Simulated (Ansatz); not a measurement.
AlN:
```cif
data_Al2N2
_chemical_formula_sum 'Al2 N2'
_space_group_name_H-M_alt 'P63mc'
_space_group_IT_number 186
_space_group_name_Hall 'P 6c -2c'
_cell_length_a 3.08862
_cell_length_b 3.08862
_cell_length_c 4.94319
_cell_angle_alpha 90.000
_cell_angle_beta 90.000
_cell_angle_gamma 120.000
loop_
_atom_site_label
_atom_site_type_symbol
_atom_site_symmetry_multiplicity
_atom_site_Wyckoff_symbol
_atom_site_fract_x
_atom_site_fract_y
_atom_site_fract_z
_atom_site_occupancy
Al1 Al 2 b 0.66667 0.33333 0.49901 1
N1 N 2 b 0.33333 0.66667 0.38099 1
```

Relaxed with DFT-LDA in the program Ansatz with PAW potentials. Indices refer to the conventional cell of P6_3mc, a = b = 3.089 Å, c = 4.943 Å, α = β = 90.00°, γ = 120.00°.

Simulate the powder diffraction pattern (Cu Kα, λ = 1.54184 Å; lines above 1 %) up to 2θ = 90°.

Simulated powder pattern, Cu Kα, λ = 1.54184 Å (kinematic, ideal powder, no thermal factors, no anomalous dispersion; the 30 strongest lines at most, above 1 %, up to 2θ = 90°):

```tsv
2θ (°)	d (Å)	I/Imax (%)	hkl
33.50	2.675	100	(1 0 -1 0)
36.35	2.472	62	(0002)
38.26	2.352	94	(1 0 -1 1)
50.26	1.815	34	(1 0 -1 2)
59.89	1.544	61	(1 1 -2 0)
66.67	1.403	54	(1 0 -1 3)
70.40	1.337	8.9	(2 0 -2 0)
72.12	1.310	42	(1 1 -2 2)
73.33	1.291	15	(2 0 -2 1)
77.19	1.236	2.1	(0004)
81.90	1.176	7.3	(2 0 -2 2)
86.82	1.122	2.4	(1 0 -1 4)
```

The LDA relaxation kept the symmetry of its start; phonons on a q-mesh show no instability.

Potentials: the earlier of the program's two PAW sets.
